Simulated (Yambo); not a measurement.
G0W0@PBEsol for Rb₂LiScF₆ (space group Fm-3m, No. 225) in Yambo. Reference settings: 2×2×2 Γ-centred k mesh, bands 3 to 290 and a 8 Ry block in the screening, 290 bands in G with the Bruneval-Gonze terminator, plasmon pole fitted at 27.2 eV. The PBEsol gap Γ → Γ on this mesh is 6.74 eV; G0W0 gaps are taken between the same points.

The settings were changed. The gap went from 11.88 eV to 12.09 eV, and the shift of the valence edge from -2.25 eV to -1.70 eV.

Question: Name the change that produced these shifts.
(A) 112 bands in G, no terminator
(B) pole fitted at 55 eV
(C) 187 bands in G, no terminator
(D) 138 bands in W

Answer: A, 112 bands in G, no terminator. The others gave (gap, valence shift): 138 bands in W: 11.96, -2.16 eV; 187 bands in G, no terminator: 12.04, -1.92 eV; pole fitted at 55 eV: 12.02, -2.34 eV.

Geometry of the Materials Project entry, not relaxed at this level; primitive cell a = 5.987 Å, b = 5.987 Å, c = 5.987 Å, α = 60.00°, β = 60.00°, γ = 60.00°.

The structure is a Materials Project entry; no match was found in the copy of COD used, and its stability was not checked.

A shift is the quasiparticle energy of the state minus its PBEsol energy.
